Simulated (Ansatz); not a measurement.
TiNF:
```xyz
6
Lattice="-1.9267 1.9267 4.9494 1.9267 -1.9267 4.9494 1.9267 1.9267 -4.9494" Properties=species:S:1:pos:R:3 pbc="T T T"
Ti     0.0000     1.9267     0.9741
Ti     0.0000     0.0000     8.3981
N      0.0000     0.0000     6.6044
N      1.9267     0.0000     4.1297
F      0.0000     1.9267     3.5577
F      0.0000     0.0000     1.0830
```

Tensor components refer to the Cartesian frame of this cell.

**Question.** Give the proper piezoelectric stress tensor with relaxed ions from PBEsol in the plane-wave PAW code Ansatz.

**Answer.** In C/m², rows x, y, z, Voigt columns; mesh uncertainty up to 0.01.
```
 0.00   0.00   0.00   0.00  -1.80   0.00
 0.00   0.00   0.00  -1.80   0.00   0.00
-0.65  -0.65  -1.08   0.00   0.00   0.00
```

The elastic tensor of the same run (GPa):

```
 297  87.3  89.5   0.0   0.0   0.0
87.3   297  89.5   0.0   0.0   0.0
89.5  89.5   152   0.0   0.0   0.0
 0.0   0.0   0.0  28.3   0.0   0.0
 0.0   0.0   0.0   0.0  28.3   0.0
 0.0   0.0   0.0   0.0   0.0  55.0
```

**Question.** Convert to strain constants d = e·S.

**Answer.** In pC/N:
```
  0.0    0.0    0.0    0.0  -63.8    0.0
  0.0    0.0    0.0  -63.8    0.0    0.0
  0.0    0.0   -7.1    0.0    0.0    0.0
```

Space group I4_1md. The first step of the workflow began from a Materials Project structure, measured or hypothetical; the Crystallography Open Database copy checked does not list it. Whether it is the stable phase at ambient conditions was not checked. Symmetry was held in the PBEsol relaxation; whether a distortion lowers the energy is not shown. No spin polarisation was allowed. Signs of piezoelectric constants follow the polarity of the cell as given.

Potentials: the later of the program's two PAW sets.
